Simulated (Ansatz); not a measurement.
## How ScPd (Pm-3m) stiffens under pressure

```
Sc Pd
1.0
     3.26669    0.00000    0.00000
     0.00000    3.26669    0.00000
     0.00000    0.00000    3.26669
Sc Pd
1 1
Cartesian
  1.6333 1.6333 1.6333
  0.0000 0.0000 0.0000
```

This is the zero-pressure cell. At each pressure cell and atoms are relaxed in this structure, and the constants are slopes of the stress at strains of ±0.005 with relaxed ions (the coefficients that govern stability under load). Level: PBEsol, PAW on Ansatz 0.2.0's default frozen-core files (fitted under PBE), scalar-relativistic; k mesh 14×14×14, strains of ±0.005, Fermi-Dirac smearing of 0.100 eV, cutoff 420 eV. P is the pressure of the relaxed cell, less that of this one.

```tsv
P (GPa)	V/V₀	C11 (GPa)	C12 (GPa)	C44 (GPa)
0.00	1.0000	181.2	95.1	48.8
0.98	?	?	?	?
2.00	0.9845	190.8	103.3	51.6
4.02	0.9701	200.0	111.5	54.3
7.01	0.9506	212.8	123.6	58.3
9.98	0.9330	224.6	135.5	62.0
15.01	0.9065	242.8	155.8	68.0
```

**Question.** Does the bulk modulus from the constants agree with the pressure-volume curve?

**Answer.** A third-order Birch-Murnaghan fit to the volumes shown (F against f, f = [(V₀/V)^(2/3) − 1]/2) gives B₀ = 123.9 GPa and B′ = 4.3. Its −V dP/dV stands beside (C11 + 2C12)/3:

```
P (GPa)  from P(V)  from the constants
   0.00      123.9               123.8
   2.00      132.4               132.4
   4.02      140.9               141.0
   7.01      153.2               153.3
   9.98      165.3               165.2
  15.01      185.4               184.8
```

**Question.** What are the pressure derivatives at zero pressure?

**Answer.** Slopes at V₀ of quadratic fits in −ln(V/V₀) through the first four rows shown, divided by B₀: dC11/dP = 4.9, dC12/dP = 4.1, dC44/dP = 1.4. The mean slopes up to 4.0 GPa are 4.7, 4.1, 1.4; curvature and scatter of the constants part the two. The combination (dC11/dP + 2 dC12/dP)/3 = 4.4 stands against B′.

**Question.** Fill the row at 0.98 GPa.

**Answer.** Cubic fits in −ln(V/V₀) through all rows shown give C11 = 186.0, C12 = 99.1, C44 = 50.2 GPa. Computed: V/V₀ = 0.9923, C11 (GPa) = 186.0, C12 (GPa) = 99.1, C44 (GPa) = 50.2.

**Question.** Does a shear stiffness soften?

**Answer.** C44 goes from 48.8 to 68.0 GPa; (C11 − C12)/2 goes from 43.1 to 43.5 GPa, through a maximum of 44.6 near 7 GPa. Neither ends more than 3 % under its start, and the lattice stays mechanically stable over this range.

Keep in mind: no other phase was computed; many crystals of this kind change structure within this range, and rows or crossings beyond such a change describe a metastable lattice; frozen-core PAW files fitted under PBE, their cores solved anew for the functional of the run; responses of metals move with mesh and smearing; phonons weren't checked at these pressures.
